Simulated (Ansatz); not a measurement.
HfGe2 in space group Cmcm (No. 63; Hf on 4c, Ge on 4c, Ge on 4c), PBEsol (plane waves, PAW; program Ansatz), all energies at zero smearing, with the estimated change up to a 700 eV cutoff added, with one set of potentials and settings (totals compare only within such a set). Cell of 6 atoms (2 Hf, 4 Ge): -48213.429 eV.

| element | reference phase | E (eV/atom) |
|---|---|---|
| Hf | P6_3/mmc, 2 atoms in the cell | -15598.0268 |
| Ge | Fd-3m, 2 atoms in the cell | -4253.4978 |

Formation energy per atom, worked out: (-48213.429 − 2×(-15598.0268) − 4×(-4253.4978))/6 = -0.564 eV/atom (-54 kJ per mol of atoms), at 0 K, without zero-point energy or fitted corrections.

The first step of the workflow began from a Materials Project structure, measured or hypothetical; the Crystallography Open Database files this formula in space group No. 63, but the cells were not matched. Its standing as an ambient phase is unchecked. The cell was relaxed with PBEsol under the symmetry of its start; whether a distortion lowers the energy is not shown. The run is not spin-polarised. The references are the lowest solids computed at this level, not always the standard phases. Spin–orbit coupling is left out wherever it is not named.

Potentials: the later of the program's two PAW sets.
